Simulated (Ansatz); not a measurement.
Given:

PtSe2:
```
CELL_PARAMETERS angstrom
      1.79958     1.03899     5.20423
     -1.79958     1.03899     5.20423
      0.00000    -2.07798     5.20423
ATOMIC_POSITIONS crystal
  Pt 0.00117 0.00117 0.00117
  Se 0.75986 0.75986 0.75986
  Se 0.57227 0.57227 0.57227
```

This is the LDA-relaxed structure.

### Question
All from DFT-LDA in the program Ansatz with PAW potentials, unless another level is named. Give the electronic character.

### Answer
metallic (no gap).

### Question
Next, the density of states at the Fermi level?

### Answer
0.61 states/eV per atom (mean over ±0.08 eV).

### Question
Predict the formation energy from the elements (no fitted shifts).

### Answer
-0.024 eV/atom.

Space group R3m. The cell is a constructed one: a structure type filled with these elements; neither database checked (COD, Materials Project) lists it. COD files the formula under space group No. 164. Its standing as an ambient phase is unchecked. Symmetry was held in the LDA relaxation; whether a distortion lowers the energy is not shown. The run is not spin-polarised. A crystal of weakly bound layers computed without a dispersion correction: the cell and the soft elastic constants depend strongly on that. The references are the lowest solids computed at this level, not always the standard phases. Scalar-relativistic: spin–orbit coupling is off unless named, which matters more the heavier the elements.

Potentials: the earlier of the program's two PAW sets. The files were generated under PBE; for other functionals the program regenerates the frozen cores, and for LDA and PBEsol the local potential too.
